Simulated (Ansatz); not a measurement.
Computed with DFT, m-r2SCAN, plane waves (500 eV) with PAW, scalar-relativistic (Ansatz). (PAW data from PBE, frozen cores regenerated.)

An element in the simple cubic structure gives this curve. The cell is scaled uniformly from the relaxed one, with fractional coordinates and shape fixed. Energies are extrapolated to zero smearing, pressures are those at the given smearing. Magnetic state: ferromagnetic.

```csv
V (Å³/atom),E − E₀ (meV/atom),P (GPa),sphere moment (μB)
16.039,71.6,11.92,0.13
16.768,28.7,7.12,0.16
17.497,6.0,3.09,0.15
18.226,0.2,-0.31,0.10
18.956,8.4,-3.22,0.08
19.685,28.9,-5.69,0.09
20.414,59.7,-7.76,0.10
```

Question: Which element is it?
A. titanium
B. iridium
C. scandium
D. palladium

Answer: A. Its fit is V₀ = 18.14 Å³/atom, B₀ = 79 GPa, B₀′ = 3.1.

m-r²SCAN is r²SCAN on the gauge-invariant kinetic-energy density; without spin polarisation the two are equal.
